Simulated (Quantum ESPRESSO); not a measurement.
**Kohn-Sham bands of AgRhO2 (R-3m)**

```xyz
4
Lattice="-1.5592 2.7006 0.0000 -3.1184 0.0000 0.0000 -1.5592 0.9002 6.3331" Properties=species:S:1:pos:R:3 pbc="T T T"
Ag     0.0000     0.0000     0.0000
Rh    -3.1184     1.8004     3.1666
O      0.0000     0.0000    -2.1474
O      0.0000     0.0000     2.1474
```

Cell from Materials Project (mp-1018033), symmetrised, no further relaxation. Not found in the COD (Crystallography Open Database) copy used; not checked further. Computed values, not measurements, from PBEsol: Quantum ESPRESSO (norm-conserving PseudoDojo potentials, cutoff 71 Ry, spinors with spin-orbit coupling) on a Γ-centred 6×6×6 mesh, then Wannier90. Density: 12×12×12 mesh, Gaussian smearing 0.01 Ry.

Question: List the Kohn-Sham levels between −8 and 3.4 eV relative to the valence-band maximum at the high-symmetry points, as a band run of pw.x on that density gives them (levels within 2 meV counted together).

Answer: 
```tsv
point	k (reciprocal lattice)	levels (eV)
Γ	0.000 0.000 0.000	-7.63 (×2), -6.45 (×2), -6.40 (×2), -4.99 (×2), -4.12 (×2), -3.76 (×2), -3.63 (×2), -3.26 (×2), -3.01 (×2), -2.82 (×2), -2.76 (×2), -1.61 (×2), -1.55 (×2), -0.96 (×2), 1.16 (×2), 2.73 (×2), 2.82 (×2)
T	0.000 0.000 0.500	-6.75 (×2), -6.39 (×2), -6.33 (×2), -5.51 (×2), -4.90 (×2), -4.15 (×2), -3.86 (×2), -3.65 (×2), -3.62 (×2), -2.17 (×2), -2.02 (×2), -1.61 (×2), -1.57 (×2), -0.04 (×2), 1.88 (×2), 2.59 (×2), 2.69 (×2)
H_2	-0.320 -0.640 0.180	-6.45 (×2), -6.24 (×2), -5.88 (×2), -5.57 (×2), -4.87 (×2), -4.49 (×2), -3.92 (×2), -3.51 (×2), -3.36 (×2), -2.85 (×2), -1.99 (×2), -1.29 (×2), -0.37 (×2), -0.01 (×2), 1.95 (×2), 1.99 (×2)
H_0	-0.360 -0.680 -0.180	-6.45 (×2), -6.24 (×2), -5.88 (×2), -5.57 (×2), -4.87 (×2), -4.49 (×2), -3.92 (×2), -3.51 (×2), -3.36 (×2), -2.85 (×2), -1.99 (×2), -1.29 (×2), -0.37 (×2), -0.01 (×2), 1.95 (×2), 1.99 (×2)
L	0.000 -0.500 0.000	-7.00 (×2), -6.21 (×2), -5.68 (×2), -5.27 (×2), -5.11 (×2), -4.73 (×2), -4.34 (×2), -3.04 (×2), -2.76 (×2), -2.55 (×2), -1.49 (×2), -1.23 (×2), -0.75 (×2), -0.40 (×2), 1.88 (×2), 2.52 (×2), 2.57 (×2)
S_0	-0.340 -0.680 -0.340	-6.45 (×2), -6.16 (×2), -5.95 (×2), -5.58 (×2), -4.90 (×2), -4.48 (×2), -3.91 (×2), -3.52 (×2), -3.36 (×2), -2.84 (×2), -1.98 (×2), -1.30 (×2), -0.35 (×2), -0.02 (×2), 1.94 (×2), 1.98 (×2)
S_2	-0.340 -0.660 0.000	-6.45 (×2), -6.16 (×2), -5.95 (×2), -5.58 (×2), -4.90 (×2), -4.48 (×2), -3.91 (×2), -3.52 (×2), -3.36 (×2), -2.84 (×2), -1.98 (×2), -1.30 (×2), -0.35 (×2), -0.02 (×2), 1.94 (×2), 1.98 (×2)
F	-0.500 -0.500 0.000	-7.34 (×2), -6.13 (×2), -5.83 (×2), -5.25 (×2), -4.75 (×2), -3.80 (×2), -3.79 (×2), -3.71 (×2), -3.23 (×2), -2.70 (×2), -2.21 (×2), -0.98 (×2), -0.72 (×2), -0.29 (×2), 1.83 (×2), 2.42 (×2), 2.67 (×2)
```
